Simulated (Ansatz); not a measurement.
Relaxed-ion elastic tensor of B in space group I4_132 (No. 214; B on 8a) in GPa (Voigt order), DFT-PBEsol in the program Ansatz with PAW potentials; density 1.44 g/cm³, 12.43 Å³ per atom.

```
 141  94.1  94.1   0.0   0.0   0.0
94.1   141  94.1   0.0   0.0   0.0
94.1  94.1   141   0.0   0.0   0.0
 0.0   0.0   0.0  22.9   0.0   0.0
 0.0   0.0   0.0   0.0  22.9   0.0
 0.0   0.0   0.0   0.0   0.0  22.9
```

Problem. Is the crystal mechanically stable?

Solution. Yes: the smallest eigenvalue of C is 22.9 GPa.

Problem. Work out the Voigt, Reuss and Hill averages.

Solution. K_V = 110, K_R = 110, K_H = 110; G_V = 23.2, G_R = 23.2, G_H = 23.2 GPa.

Problem. Give Young's modulus, Poisson's ratio, Pugh's ratio and the universal anisotropy index.

Solution. E = 9KG/(3K + G) = 65.1 GPa; ν = 0.40; K/G = 4.73 (ductile by the Pugh limit of 1.75); A_U = 5G_V/G_R + K_V/K_R − 6 = 0.00.

Problem. Estimate the sound speeds and the Debye temperature.

Solution. v_l = √((K + 4G/3)/ρ) = 9870 m/s, v_t = √(G/ρ) = 4010 m/s, mean 4540 m/s; Θ = (h/k)(3n/4πV)^(1/3) v_m = 584 K.

Problem. Give the Zener ratio and Young's modulus along [100], [110] and [111].

Solution. A = 2C44/(C11 − C12) = 0.97; 1/E = S11 − 2(S11 − S12 − S44/2)Γ with Γ = 0, 1/4, 1/3 gives 66.3, 64.8, 64.4 GPa.

The start of the workflow was typed in or built on a structure type; neither database checked (COD, Materials Project) lists it. It is not the phase usual at ambient conditions (space group No. 166). The cell was relaxed with PBEsol under the symmetry of its start; phonons show weakly imaginary modes.

Potentials: the earlier of the program's two PAW sets. The files were generated under PBE; for other functionals the program regenerates the frozen cores, and for LDA and PBEsol the local potential too.
